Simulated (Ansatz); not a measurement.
Here is the system:

Al$_{2}$O$_{3}$:
```yaml
crystal:
  lattice:
    - [1.49410, 0.86262, 5.71775]
    - [-1.49410, 0.86262, 5.71775]
    - [0.00000, -1.72523, 5.71775]
  atoms:
    - { symbol: Al, position: [0.19298, 0.19298, 0.19298] }
    - { symbol: Al, position: [0.69335, 0.69335, 0.69335] }
    - { symbol: O, position: [0.02814, 0.02814, 0.02814] }
    - { symbol: O, position: [0.58211, 0.58211, 0.58211] }
    - { symbol: O, position: [0.80643, 0.80643, 0.80643] }
```

This is the LDA-relaxed structure.

### Question
All from plane-wave PAW LDA (Ansatz code), unless another level is named. Give the Born charges (a third of the trace).

### Answer
Al +2.84 to +2.95, O -1.96 to -1.88 e.

### Question
Predict the largest static χ(2) component.

### Answer
1.1 pm/V.

### Question
Predict the electronic dielectric constant ε∞ (DFPT).

### Answer
3.30 (xx = yy), 3.16 (zz).

### Question
And the static dielectric constant ε0 (ions relaxed, cell fixed)?

### Answer
9.62 (xx = yy), 17.7 (zz).

Space group R3m. The workflow started from a Materials Project entry (that database holds measured and hypothetical structures alike); the Crystallography Open Database copy checked does not list it. It is not the phase usual at ambient conditions (space group No. 167). The LDA relaxation kept the symmetry of its start; of distortions, only those at the zone centre were tested.

Potentials: the later of the program's two PAW sets.
